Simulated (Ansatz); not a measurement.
Ansatz input

```yaml
crystal:
  lattice:
    - [14.0, 0.0, 0.0]
    - [0.0, 14.4, 0.0]
    - [0.0, 0.0, 14.8]
  atoms:
    - { symbol: Tl, position: [0.5, 0.5, 0.5], spin: 1.0 }
  symmetry: { detect: false, time_reversal: true }
hamiltonian:
  xc: r2scan
  pseudopotentials:
    kind: paw
    azcp:
      Tl: "pseudopotentials/Tl.paw.azcp"
basis:
  ecutwfc: 500
  fft_grid_basis: typed
kpoints:
  mp_grid: { grid: [1, 1, 1], shift: [0, 0, 0] }
magnetization:
  spin_polarized: true
scf:
  occupations: { method: fermi_dirac, width: 0.01 }
```

Output

```
Engine: ansatz 0.2.0, aarch64-unknown-linux-gnu
Pseudopotentials: kind: paw
Pseudopotential: Tl, paw, valence charge 13, recommended cutoff 500 eV (meta_gga) 
Functional definition: r2SCAN
  parameter k0 = 0.174
  parameter k1 = 0.065
  parameter a1 = 4.9479
  exchange = r2scan_x(k0 = k0, k1 = k1, a1 = a1)
  correlation = r2scan_c
Crystal: 1 atoms, lattice volume = 2983.680 Å³
Basis set: ecut = 500 eV, 75747 PW (Γ), exchange–correlation on 432×432×432 points (64 copies of the dense FFT grid, shifted against one another)
Bands: 11, of which v1, the nominal top of the filled ones, is band 7 counted from 1 (6 counted from 0)
Symmetry: 1 space group operations
k-points: 1
Non-local potential: Tl, projectors of the file, l = 0: 2, l = 1: 2, l = 2: 2, l = 3: 1
PAW form: soft (Blöchl's): semilocal exchange-correlation on the pseudo side does not see the compensation charge
PAW frozen core: Tl, regenerated for the run's functional (the file was generated under x = pbe(κ = 0.804, μ = 0.2195149727645171), c = pbe(β = 0.06672455060314922))
PAW one-centre angular grid: Tl, 590 points (default); XC on 160 Gauss nodes
Initial density: superposition of atomic densities (neutral atoms: chi_scale 0, normalization atom)
Starting moments: Σ|m| = 1 μB on 1 of 1 site
Initial wavefunctions: pseudopotential atomic-orbital guess
Functional: x = r2scan, c = r2scan; τ floored in thin density (d = 2e-4 eV/Å³)
iter 1 solved again at ethr=1.42e-4 eV; its pass at ethr=3.10e-3 eV (dr2=1.84e-2 eV) is discarded
SCF iter   1: F=—  HF=-11455.981966 eV  |F-HF|=—  |Δ(HF+E_count)|=         —  Δρ=3.88e-3 (↑3.16e-3 ↓3.88e-3)  dr2=1.89e-2  dr2_τ=1.52e-2  dr2_m=3.38e-1  M=1.000 μB ∫|m|=1.000 μB  β_m=0.30  ethr=1.42e-4  ⟨swp⟩=1.0  Hψ=177  notcnv=0
spin=Collinear: Resta preconditioning applied to the charge; magnetization (m = ρ↑ − ρ↓) channel mixes plain (no charge-response kernel on spin).
SCF iter   2: F=—  HF=-11456.053751 eV  |F-HF|=—  |Δ(HF+E_count)|=   7.18e-2  Δρ=2.69e-3 (↑2.38e-3 ↓2.69e-3)  dr2=3.48e-3  dr2_τ=1.48e-3  dr2_m=1.75e-1  M=1.000 μB ∫|m|=1.000 μB  β_m=0.30  ethr=1.42e-4  ⟨swp⟩=6.0  Hψ=61  notcnv=0  κ⁻¹=1.0e0(r=1)
spin-set hold released at iteration 2 (site moments show no strong build): the magnetisation degrees of freedom join the quasi-Newton model from the next iteration; the mixer history was kept
SCF iter   3: F=—  HF=-11456.138796 eV  |F-HF|=—  |Δ(HF+E_count)|=   8.50e-2  Δρ=1.88e-3 (↑1.88e-3 ↓1.86e-3)  dr2=2.30e-2  dr2_τ=7.99e-4  dr2_m=9.35e-2  M=1.000 μB ∫|m|=1.000 μB  β_m=1.20  ethr=2.67e-5  ⟨swp⟩=5.0  Hψ=73  notcnv=0  defer=1  κ⁻¹=2.4e-1(r=2)
SCF iter   4: F=—  HF=-11456.353207 eV  |F-HF|=—  |Δ(HF+E_count)|=   2.14e-1  Δρ=1.63e-3 (↑1.63e-3 ↓2.69e-4)  dr2=2.43e-1  dr2_τ=5.06e-4  dr2_m=1.64e-2  M=1.000 μB ∫|m|=1.037 μB  β_m=1.20  ethr=2.67e-5  ⟨swp⟩=6.0  Hψ=71  notcnv=0  defer=1  κ⁻¹=3.0e-2(r=3)
...
SCF iter  35: F=-11456.502187 eV  HF=-11456.502248 eV  |F-HF|=6.12e-5  |Δ(HF+E_count)|=   1.49e-4  Δρ=1.41e-5 (↑1.41e-5 ↓8.70e-6)  dr2=3.29e-5  dr2_τ=5.63e-8  dr2_m=6.39e-7  M=1.000 μB ∫|m|=1.032 μB  β_m=1.20  ethr=3.71e-9  ⟨swp⟩=7.5  Hψ=96  notcnv=0  defer=1  κ⁻¹=2.0e-1(r=2)
SCF iter  36: F=-11456.502224 eV  HF=-11456.502215 eV  |F-HF|=9.30e-6  |Δ(HF+E_count)|=   3.34e-5  Δρ=1.33e-5 (↑1.33e-5 ↓7.56e-6)  dr2=3.20e-5  dr2_τ=3.67e-8  dr2_m=3.26e-7  M=1.000 μB ∫|m|=1.032 μB  β_m=1.20  ethr=3.71e-9  ⟨swp⟩=7.0  Hψ=88  notcnv=0  defer=1  κ⁻¹=1.1e-2(r=3)
SCF iter  37: F=-11456.502211 eV  HF=-11456.502286 eV  |F-HF|=7.53e-5  |Δ(HF+E_count)|=   7.08e-5  Δρ=1.17e-5 (↑1.17e-5 ↓6.63e-6)  dr2=2.63e-5  dr2_τ=2.99e-8  dr2_m=2.30e-7  M=1.000 μB ∫|m|=1.032 μB  β_m=1.20  ethr=3.71e-9  ⟨swp⟩=8.0  Hψ=112  notcnv=0  defer=1  κ⁻¹=8.8e-3(r=4)
SCF iter  38: F=-11456.502218 eV  HF=-11456.502220 eV  |F-HF|=1.72e-6  |Δ(HF+E_count)|=   6.58e-5  Δρ=6.81e-6 (↑6.81e-6 ↓4.85e-6)  dr2=6.37e-6  dr2_τ=1.63e-8  dr2_m=8.47e-8  M=1.000 μB ∫|m|=1.032 μB  ethr=3.71e-9  ⟨swp⟩=1.0  Hψ=140  notcnv=0
Mixer restart at iter 38: flushing history
iteration 38: the SCF's residuals had fallen too slowly under its mixing. It goes on by minimising its free energy, and can end on another state than longer mixing would; under `scf.algorithm: density_mixing` no SCF does so, but by `scf.convergence.dm_fallback`
SCF iter  39: F=—  HF=-11456.502291 eV  |F-HF|=—  |Δ(HF+E_count)|=   7.13e-5  Δρ=2.54e-6 (↑2.54e-6 ↓2.04e-6)  dr2=5.23e-7  dr2_τ=1.07e-8  dr2_m=1.89e-8  M=1.000 μB ∫|m|=1.032 μB  ethr=3.71e-9  ⟨swp⟩=9.5  Hψ=319  notcnv=0
SCF iter  40: F=—  HF=-11456.502293 eV  |F-HF|=—  |Δ(HF+E_count)|=   1.58e-6  Δρ=1.84e-6 (↑1.84e-6 ↓1.57e-6)  dr2=1.77e-7  dr2_τ=5.03e-9  dr2_m=3.20e-8  M=1.000 μB ∫|m|=1.032 μB  ethr=3.71e-9  ⟨swp⟩=9.5  Hψ=168  notcnv=0
SCF iter  41: F=—  HF=-11456.502306 eV  |F-HF|=—  |Δ(HF+E_count)|=   1.28e-5  Δρ=2.01e-6 (↑1.42e-6 ↓2.01e-6)  dr2=1.87e-7  dr2_τ=2.93e-9  dr2_m=4.44e-8  M=1.000 μB ∫|m|=1.032 μB  ethr=1.36e-9  ⟨swp⟩=10.0  Hψ=163  notcnv=0
SCF iter  42: F=—  HF=-11456.502357 eV  |F-HF|=—  |Δ(HF+E_count)|=   5.09e-5  Δρ=2.12e-6 (↑2.12e-6 ↓1.72e-6)  dr2=4.49e-7  dr2_τ=1.09e-8  dr2_m=3.53e-8  M=1.000 μB ∫|m|=1.032 μB  ethr=1.36e-9  ⟨swp⟩=10.0  Hψ=198  notcnv=0
SCF iter  43: F=—  HF=-11456.502407 eV  |F-HF|=—  |Δ(HF+E_count)|=   5.03e-5  Δρ=2.43e-6 (↑2.43e-6 ↓2.02e-6)  dr2=3.57e-7  dr2_τ=1.43e-8  dr2_m=3.99e-8  M=1.000 μB ∫|m|=1.032 μB  ethr=1.36e-9  ⟨swp⟩=10.5  Hψ=200  notcnv=0
SCF iter  44: F=—  HF=-11456.502436 eV  |F-HF|=—  |Δ(HF+E_count)|=   2.94e-5  Δρ=2.39e-6 (↑2.39e-6 ↓1.87e-6)  dr2=4.46e-7  dr2_τ=1.38e-8  dr2_m=2.40e-8  M=1.000 μB ∫|m|=1.032 μB  ethr=1.36e-9  ⟨swp⟩=11.0  Hψ=197  notcnv=0
SCF iter  45: F=—  HF=-11456.502451 eV  |F-HF|=—  |Δ(HF+E_count)|=   1.47e-5  Δρ=1.32e-6 (↑1.32e-6 ↓9.90e-7)  dr2=1.28e-7  dr2_τ=4.40e-9  dr2_m=8.69e-9  M=1.000 μB ∫|m|=1.032 μB  ethr=1.36e-9  ⟨swp⟩=10.0  Hψ=185  notcnv=0
SCF iter  46: F=—  HF=-11456.502460 eV  |F-HF|=—  |Δ(HF+E_count)|=   9.02e-6  Δρ=1.03e-6 (↑9.07e-7 ↓1.03e-6)  dr2=7.11e-8  dr2_τ=1.42e-9  dr2_m=1.06e-8  M=1.000 μB ∫|m|=1.032 μB  ethr=7.69e-10  ⟨swp⟩=10.5  Hψ=178  notcnv=0
SCF iter  47: F=—  HF=-11456.502468 eV  |F-HF|=—  |Δ(HF+E_count)|=   7.78e-6  Δρ=1.00e-6 (↑1.00e-6 ↓8.89e-7)  dr2=7.74e-8  dr2_τ=2.30e-9  dr2_m=6.01e-9  M=1.000 μB ∫|m|=1.032 μB  ethr=5.47e-10  ⟨swp⟩=10.5  Hψ=180  notcnv=0
SCF iter  48: F=—  HF=-11456.502478 eV  |F-HF|=—  |Δ(HF+E_count)|=   9.94e-6  Δρ=1.23e-6 (↑1.23e-6 ↓1.15e-6)  dr2=1.16e-7  dr2_τ=2.99e-9  dr2_m=1.44e-8  M=1.000 μB ∫|m|=1.032 μB  ethr=5.47e-10  ⟨swp⟩=10.0  Hψ=184  notcnv=0
SCF iter  49: F=—  HF=-11456.502495 eV  |F-HF|=—  |Δ(HF+E_count)|=   1.77e-5  Δρ=1.40e-6 (↑1.40e-6 ↓1.27e-6)  dr2=1.63e-7  dr2_τ=3.81e-9  dr2_m=1.49e-8  M=1.000 μB ∫|m|=1.032 μB  ethr=5.47e-10  ⟨swp⟩=10.5  Hψ=200  notcnv=0
SCF iter  50: F=—  HF=-11456.502523 eV  |F-HF|=—  |Δ(HF+E_count)|=   2.76e-5  Δρ=1.77e-6 (↑1.77e-6 ↓1.70e-6)  dr2=2.40e-7  dr2_τ=7.02e-9  dr2_m=1.92e-8  M=1.000 μB ∫|m|=1.032 μB  ethr=5.47e-10  ⟨swp⟩=11.0  Hψ=206  notcnv=0
SCF iter  51: F=—  HF=-11456.502557 eV  |F-HF|=—  |Δ(HF+E_count)|=   3.37e-5  Δρ=2.13e-6 (↑2.13e-6 ↓1.85e-6)  dr2=4.20e-7  dr2_τ=1.11e-8  dr2_m=2.62e-8  M=1.000 μB ∫|m|=1.032 μB  ethr=5.47e-10  ⟨swp⟩=10.5  Hψ=206  notcnv=0
```

The calculation hadn't finished when its time ran out.
